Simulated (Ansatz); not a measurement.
InAs (zinc blende, space group No. 216) under volume change, DFT-PBE in the program Ansatz with PAW potentials, scaled uniformly.

```
V (Å³/atom)  E − E(relaxed) (meV/atom)  P (GPa)
-----------  -------------------------  -------
26.935                            43.5     5.73
27.823                             [?]      [?]
28.711                             [?]      [?]
29.599                             0.0     0.00
30.487                             3.8    -1.34
31.375                            14.4    -2.46
32.263                            30.7    -3.39
```

Some entries are withheld; supply them.


- 28.711, E − E(relaxed) (meV/atom): 4.3
- 28.711, P (GPa): 1.59
- 27.823, E − E(relaxed) (meV/atom): 18.2
- 27.823, P (GPa): 3.48

What does a third-order Birch–Murnaghan fit give for V₀, B₀ and B′?

V₀ = 29.60 Å³/atom, B₀ = 48.4 GPa, B′ = 4.8.

Space group F-43m (zinc blende). The PBE relaxation kept the symmetry of its start.

Potentials: the earlier of the program's two PAW sets.
